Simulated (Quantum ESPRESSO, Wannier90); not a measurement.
## Cu (I4/mmm, model phase), plane waves to Wannier functions

```xyz
1
Lattice="-1.4507 1.4507 1.3622 1.4507 -1.4507 1.3622 1.4507 1.4507 -1.3622" Properties=species:S:1:pos:R:3 pbc="T T T"
Cu     0.0000     0.0000     0.0000
```

Structure: Materials Project mp-1010136, symmetrised, not relaxed again. This isn't the element's usual structure (fcc); take it as a model of another phase. Level: PBEsol, no spin polarisation, no spin-orbit coupling; pw.x of Quantum ESPRESSO at 74 Ry with PseudoDojo potentials, 12×12×12 k-points, Wannier90. Density: 20×20×20 mesh, cold smearing 0.01 Ry.

A tight-binding model is made by disentanglement and projection with no localisation steps (num_iter = 0), so the 9 orbitals stay atom-like: hydrogen-like Cu: s;p;d, axes along x, y, z; frozen window up to 1.50 eV relative to the Fermi level. It follows pw.x to 2.7 meV rms for states up to 1.0 eV relative to the Fermi level. Matrix elements depend on this choice of orbitals and windows.

Which pairs of orbitals on different sites are coupled most strongly? Give distance, modulus and how many such pairs a cell has.


| orbital | orbital | distance of the centres (Å) | modulus (eV) | pairs |
|---|---|---|---|---|
| Cu pz | Cu pz | 2.72 | 2.82 | 1 |
| Cu px | Cu px | 2.90 | 2.08 | 1 |
| Cu py | Cu py | 2.90 | 2.08 | 1 |
| Cu px | Cu py | 2.46 | 1.69 | 8 |
| Cu px | Cu s | 2.46 | 1.54 | 8 |
| Cu py | Cu s | 2.46 | 1.54 | 8 |
| Cu px | Cu pz | 2.46 | 1.50 | 8 |
| Cu py | Cu pz | 2.46 | 1.50 | 8 |
| Cu pz | Cu s | 2.46 | 1.45 | 8 |
| Cu s | Cu s | 2.46 | 1.30 | 4 |
| Cu pz | Cu s | 2.72 | 1.15 | 2 |
| Cu py | Cu py | 2.46 | 1.02 | 4 |
| Cu px | Cu px | 2.46 | 1.02 | 4 |
| Cu pz | Cu pz | 2.46 | 0.92 | 4 |
| Cu py | Cu s | 2.90 | 0.66 | 2 |
| Cu px | Cu s | 2.90 | 0.66 | 2 |
| Cu dyz | Cu py | 2.72 | 0.34 | 2 |
| Cu dxz | Cu px | 2.72 | 0.34 | 2 |
| Cu dyz | Cu pz | 2.90 | 0.29 | 2 |
| Cu dxz | Cu pz | 2.90 | 0.29 | 2 |
| Cu dz2 | Cu dz2 | 2.72 | 0.27 | 1 |
| Cu dxy | Cu px | 2.90 | 0.27 | 2 |
| Cu dxy | Cu py | 2.90 | 0.27 | 2 |
| Cu dz2 | Cu s | 2.72 | 0.25 | 2 |
| Cu dx2-y2 | Cu px | 2.90 | 0.25 | 2 |
| Cu dx2-y2 | Cu py | 2.90 | 0.25 | 2 |
| Cu dxz | Cu dxz | 2.72 | 0.24 | 1 |
| Cu dyz | Cu dyz | 2.72 | 0.24 | 1 |
| Cu dz2 | Cu pz | 2.72 | 0.24 | 2 |
| Cu py | Cu py | 3.98 | 0.23 | 2 |
